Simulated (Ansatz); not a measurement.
Cu Kα1 powder pattern (kinematic, no thermal factors).
| 2θ (°) | relative intensity |
| --- | --- |
| 21.05 | 24 |
| 28.49 | 49 |
| 30.43 | 9 |
| 35.69 | 100 |
| 42.85 | 10 |
| 43.21 | 2 |
| 50.45 | 23 |
| 52.26 | 22 |
| 55.25 | 12 |
| 58.96 | 6 |
| 63.32 | 17 |
| 66.45 | 2 |
| 68.29 | 15 |
| 73.83 | 9 |
| 75.59 | 7 |
| 81.23 | 5 |
| 85.08 | 15 |
| 87.92 | 5 |

The pattern is computed from a structure relaxed with DFT PBE, scalar-relativistic, plane waves, PAW in Ansatz. No spin polarisation. Its elements are Ag, Cl, Sn.

Question: Give the structure.

Answer: AgSnCl2.
Space group P-3m1 (No. 164). a = 3.615 Å, b = 3.615 Å, c = 8.435 Å, α = 90.00°, β = 90.00°, γ = 120.00°
```
atom  site  symmetry       x       y       z
  Ag    1b      -3m. 0.0000  0.0000  0.5000
  Sn    1a      -3m. 0.0000  0.0000  0.0000
  Cl    2d       3m. 0.6667  0.3333  0.2869
```

A pattern alone doesn't exclude other cells with like lines; this is the one computed.

The cell was found from a structure generator's guess, not taken from experiment.
